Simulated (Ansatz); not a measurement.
A trial cell of HfSn₃S₈, before relaxation:

Space group P-3m1 (No. 164). a = 7.360 Å, b = 7.360 Å, c = 6.239 Å, α = 90.00°, β = 90.00°, γ = 120.00°
| atom | site | symmetry | x | y | z |
| --- | --- | --- | --- | --- | --- |
| Hf | 1a | -3m. | 0.0000 | 0.0000 | 0.0000 |
| Sn | 3e | .2/m. | 0.5000 | 0.5000 | 0.0000 |
| S | 6i | .m. | 0.6667 | 0.8333 | 0.2347 |
| S | 2d | 3m. | 0.6667 | 0.3333 | 0.2347 |

All numbers below come from DFT PBE, scalar-relativistic, plane waves, PAW (Ansatz). Cutoff 420 eV, Gaussian smearing, Γ-centred meshes. Cell and atoms relax on a converged mesh. The steps can't lower the symmetry of their start. No spin polarisation.

A guess keeps its type if space group and coordination stay and the shape of the cell changes little (axis ratios within about 15 %, angles within 6°); the volume may change.

Problem. Will the relaxed cell still be of the starting type?

Solution. It keeps its type. The symmetry stays P-3m1 (No. 164). The volume per atom grows by 10.4 %, from 24.4 to 26.9 Å³. The shortest distance goes from 2.58 Å (Hf–S and Sn–S) to 2.58 Å (Hf–S). The ratio c/a of the conventional cell changes by a factor of 1.09. Counting neighbours within 15 % of an atom's shortest distance, the start has Hf 6, S 3, Sn 6 and the end Hf 6, S 3, Sn 6.

Energies over the elements count from the elements' standard structures at the same level, with no fitted energy shifts. The references include grey tin.

Problem. At what energy does it end?

Solution. −0.635 eV/atom. Whether it is stable depends on the other phases of the system, which aren't compared here.

The last run used a 6×6×4 mesh (in the run's order of axes) for its 12-atom cell and Gaussian smearing of 0.02 eV. Weakly bound directions are ill-defined at this level, which has no dispersion term. These runs have no spin–orbit coupling, which can matter for Hf. The reference form of S is held partly by dispersion forces, which this level lacks. Symmetry constrained the relaxation, so the result can be a saddle point.
